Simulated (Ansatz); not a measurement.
Be:
```xyz
1
Lattice="0.0000 1.5793 1.5793 1.5793 0.0000 1.5793 1.5793 1.5793 0.0000" Properties=species:S:1:pos:R:3 pbc="T T T"
Be     0.0000     0.0000     0.0000
```

Relaxed with r²SCAN. Special points in fractions of this cell's reciprocal vectors: Γ (0.000, 0.000, 0.000); X (0.500, 0.000, 0.500); U (0.625, 0.250, 0.625); K (0.375, 0.375, 0.750); L (0.500, 0.500, 0.500); W (0.500, 0.250, 0.750).

**Question.** List the band energies nearest the Fermi level at these points for r²SCAN (plane waves, PAW; program Ansatz).

**Answer.** In eV from the Fermi level; about four levels below and three above (degenerate sets whole), none deeper than 8.9 eV; … stands for higher levels left out; points with the same levels are listed once.

| k | below | above |
|---|---|---|
| Γ | – | … |
| X | -2.77 | … |
| U | -0.84 | … |
| L | -5.63 | … |

Space group Fm-3m (fcc (Cu type)). The start of the workflow was typed in or built on a structure type; neither database checked (COD, Materials Project) lists it. It is not the phase usual at ambient conditions (space group No. 194). Symmetry was held in the r²SCAN relaxation; whether a distortion lowers the energy is not shown.

Potentials: the later of the program's two PAW sets.
